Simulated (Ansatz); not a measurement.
Input and command of a calculation in Ansatz (plane waves; scalar-relativistic PAW potentials unless the input names others):

```yaml
crystal:
  lattice:
    - [3.1205143655, 0.0, 0.0]
    - [0.0, 3.1205143655, 0.0]
    - [0.0, 0.0, 3.1205143655]
  atoms:
    - { symbol: Ta, position: [0.5, 0.5, 0.5] }
    - { symbol: Ru, position: [0.0, 0.0, 0.0] }
basis:
  ecutwfc: 420
kpoints:
  mp_grid: { grid: [14, 14, 14] }
hamiltonian:
  xc: lda
scf:
  occupations: { method: fermi_dirac, width: 0.15 }
  convergence: { dr2_threshold: 0.0 }
  max_iter: 100
output:
  forces: true
  eigenvalues: true
  stress: true
relax:
  adjacent_minimum: "off"
  f_tol: 0.001
  max_steps: 60
  cell: { stress_tol: 0.02, p_target: 8.0 }
```

```bash
ansatz run input.yaml --threads 1 --pin off --max-ram 3072MiB --backend cpu --events-out ev --progress --plain --runs-dir out
```

Will this input run?

The program refuses it, because of an SCF threshold below what rounding errors let most runs reach (scf.convergence.dr2_threshold: not typed → 0.0). Without that key it is accepted.

Abridged log:
```
Error: invalid value for `scf.convergence.dr2_threshold`: must be finite and > 0; got 0 eV
```